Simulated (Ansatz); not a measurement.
**Stability checks on a candidate for CaPd3**

The cell was found from a structure generator's guess, not taken from experiment.

The calculation used Ansatz, DFT PBE, scalar-relativistic, plane waves, PAW. Plane waves to 420 eV, a 16×16×16 mesh through Γ for the 4-atom cell and 0.10 eV Gaussian smearing; no spin polarisation.

```cif
data_structure
_symmetry_space_group_name_H-M 'I4/mmm'
_symmetry_Int_Tables_number 139
_cell_length_a 4.2254
_cell_length_b 4.2254
_cell_length_c 7.9547
_cell_angle_alpha 90.000
_cell_angle_beta 90.000
_cell_angle_gamma 90.000
_cell_volume 142.02
loop_
_atom_site_label
_atom_site_type_symbol
_atom_site_symmetry_multiplicity
_atom_site_Wyckoff_symbol
_atom_site_fract_x
_atom_site_fract_y
_atom_site_fract_z
_atom_site_occupancy
Ca1 Ca 2 a 0.00000 0.00000 0.00000 1
Pd1 Pd 4 d 0.00000 0.50000 0.25000 1
Pd2 Pd 2 b 0.50000 0.50000 0.00000 1
```

Formation energies are uncorrected and refer to the elements' standard structures at the same level.

Question: These tests were run: energy against the elements; random kick, then relaxation without symmetry; phonons at Γ. What do they show?

Answer:

| test | result |
| --- | --- |
| energy against the elements | −0.46 eV/atom |
| random kick, then relaxation without symmetry | returns |
| phonons at Γ | lowest optical mode 102 cm⁻¹ |

It fails none of these tests. Other phases of the system weren't compared here, so this isn't yet thermodynamic stability. Phonons away from Γ weren't computed.

The kick test ran on a coarse mesh. The run for the phonons used a 16×16×16 k mesh and Fermi–Dirac smearing of 0.15 eV.
